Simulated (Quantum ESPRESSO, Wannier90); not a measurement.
## Wannierisation of ZrPbO₃ (Amm2)

```yaml
crystal:
  lattice:
    - [4.17636, 0.00000, 0.00000]
    - [0.00000, 2.98069, 3.06698]
    - [0.00000, -2.98069, 3.06698]
  atoms:
    - { symbol: Zr, position: [0.50000, 0.50688, 0.50688] }
    - { symbol: Pb, position: [0.00000, 0.94502, 0.94502] }
    - { symbol: O, position: [0.50000, 0.03203, 0.56315] }
    - { symbol: O, position: [0.50000, 0.56315, 0.03203] }
    - { symbol: O, position: [0.00000, 0.55991, 0.55991] }
```

Materials Project entry mp-20337; symmetrised, unrelaxed at this level. COD (Crystallography Open Database) has the formula in 2 space groups, this one among them (matched by group alone). Computed values, not measurements, from PBEsol: Quantum ESPRESSO (norm-conserving PseudoDojo potentials, cutoff 68 Ry, no spin polarisation, no spin-orbit coupling) on a Γ-centred 4×4×4 mesh, then Wannier90. Density: 8×8×8 mesh, cold smearing 0.01 Ry. Spin-orbit coupling is left out although heavy elements are present.

Functional, cutoff and mesh named above are those of the base row (1); the first column says what each row takes instead. Model: 10 functions from bands 13-22, start SCDM (isolated) (the valence bands). Energies are relative to the valence-band maximum; the misfit is to pw.x on a path, for all bands of the set. The lattice is scaled uniformly, fractional positions fixed. Ω_total can sit in another minimum from row to row; Ω_I of an isolated set cannot. A star marks runs that hit the step limit.

```tsv
scale	Ω_I (Å²)	Ω_total (Å²)	rms misfit (meV)	gap (eV)	bottom of band 13 (eV)
0.98	13.30	13.57*	7.3	2.61	-7.56
0.99	13.37	13.64	6.8	2.61	-7.39
1	13.45	13.72	6.5	2.61	-7.25
1.01	13.54	13.81*	6.3	2.60	-7.12
1.02	13.63	13.91*	5.9	2.58	-7.01
```
